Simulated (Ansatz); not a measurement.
This cell of Hf (hcp, Mg type) is off equilibrium:

```
Hf
1.0
    3.15462     0.00000     0.00000
   -1.57731     2.73198     0.00000
    0.00000     0.00000     4.97923
Hf
2
Cartesian
  0.00000   1.82132   3.73442
  1.57731   0.91066   1.24481
```

Method: r2SCAN (plane waves to 500 eV, PAW, scalar-relativistic; Ansatz, a quantum-chemistry and plane-wave program). k mesh 17×17×9 (Γ-centred), Fermi-Dirac smearing 0.05 eV. E stands for the smeared free energy. Compression counts positive. With partly filled bands, the response to shear is sensitive to the k mesh, so small differences along c/a are uncertain. Hf is run without spin polarisation. Hf was relaxed with its symmetry unable to fall. Spin-orbit coupling is left out, though Hf is heavy. The PAW data are Ansatz's earlier set.

Problem. Give the stress tensor in GPa and the pressure.

Solution. 
```
    4.8      0.0      0.0
    0.0      4.8      0.0
    0.0      0.0      4.9
```
The pressure, a third of the trace, is 4.8 GPa.

Problem. It is the relaxed cell deformed to V/V₀ = 0.960, (c/a)/(c/a)₀ = 1.000, c along z, fractional positions held. What is its energy relative to the relaxed cell?

Solution. 13 meV/atom.

(Under strain, the slope of the energy per volume gives the stress and its curvature an elastic modulus.)
